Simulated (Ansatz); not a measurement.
## GeSb4Te4 (P-3m1), a vibration from a frozen displacement

Level of theory: DFT PBE, scalar-relativistic, plane waves, PAW in Ansatz. Cutoff 420 eV, Γ-centred 12×12×2 k-points, Gaussian smearing of 0.03 eV. Spin–orbit coupling is left out, which matters for the heavy elements here. No spin polarisation. Energies are free energies at this smearing, counted from the undisturbed cell; pressure is positive in compression.

The undisturbed cell (relaxed at this level; it needn't be the usual structure):

```
Ge Sb Te
1.0
     4.32998    0.00000    0.00000
    -2.16499    3.74988    0.00000
     0.00000    0.00000   17.64861
Ge Sb Te
1 4 4
Direct
  0.00000 0.00000 0.00000
  0.33333 0.66667 0.54410
  0.66667 0.33333 0.45590
  0.66667 0.33333 0.79077
  0.33333 0.66667 0.20923
  0.33333 0.66667 0.90452
  0.66667 0.33333 0.09548
  0.00000 0.00000 0.69397
  0.00000 0.00000 0.30603
```

Every Te atom is moved by x along the Cartesian unit vector (0.000, -0.829, 0.559); the cell and all other atoms stay fixed. The cell's volume is 286.56 Å³; the moved atoms weigh 510.400 u together and the others 559.670 u.

| x (Å) | ΔE (meV/cell) | total force on the moved atoms along the move (eV/Å) | pressure (GPa) |
| --- | --- | --- | --- |
| -0.1000 | 31.14 | 0.6435 | 0.1202 |
| -0.0500 | 7.59 | 0.3063 | 0.0296 |
| 0.0000 | 0.00 | 0.0000 | -0.0005 |
| 0.0250 | 1.89 | -0.1512 | 0.0071 |
| 0.0750 | 17.26 | -0.4691 | 0.0672 |

Task: What frequency belongs to this motion?

Result: The force constant is k = −dF/dx = 6.073 eV/Å², from the parabola through x = -0.0500, 0 and 0.0250. In every cell the moved atoms swing against the rest, so the mass is μ = m₁m₂/(m₁ + m₂) = 266.950 u, and ν̃ = 521.5 cm⁻¹ × √(|k|/μ) = 79 cm⁻¹. The pattern needn't be a normal mode: ν̃² is then a weighted mean of the squared nonzero frequencies at the zone centre of this cell, taken without macroscopic field, so it lies between the lowest and the highest of them.

Task: How far does the harmonic law reach?

Result: At x = -0.100 Å, kx²/2 = 30.36 meV against the computed 31.14 meV (+2.6 %): the well is still close to harmonic there.